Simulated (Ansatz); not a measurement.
Property card for Si7Sn

The calculation used DFT PBE, scalar-relativistic, plane waves, PAW in Ansatz.

Cutoff 420 eV; k points 8×8×8 on the computed 8-atom cell (Γ-centred); Gaussian smearing, width 0.10 eV; no spin polarisation.

The structure is relaxed at this level of theory with its symmetry kept, and needn't be the ground state of this composition.

Space group Im-3m (No. 229), cubic, a = 6.422 Å. Si on a site of symmetry 4/mmm is surrounded by 8 Si at 2.78 Å, 2 Sn at 3.21 Å and 4 Si at 3.21 Å; around Si on a site of symmetry -3m lie 6 Si at 2.78 Å, 2 Sn at 2.78 Å and 6 Si at 3.21 Å; Sn has 8 Si at 2.78 Å and 6 Si at 3.21 Å.

| Item | Value |
| --- | --- |
| Volume per atom | 16.56 Å³ |
| Formation energy from the elements' standard states (uncorrected) | +0.615 eV/atom |
| Kohn–Sham band gap | none (metal) |
| Density of states at the Fermi level | 3.7 states/eV per cell |
| Orbital (Löwdin) character within 0.5 eV of the Fermi level | Si 3p 72 %, Si 3s 14 %, unprojected 5 % |
| Bader charge by site (e) | Si (3 in the cell) -0.02, Si (4 in the cell) -0.07, Sn (1 in the cell) 0.35 |

The cell was found from a structure generator's guess, not taken from experiment. Löwdin shares on free-atom orbitals overweight diffuse shells.
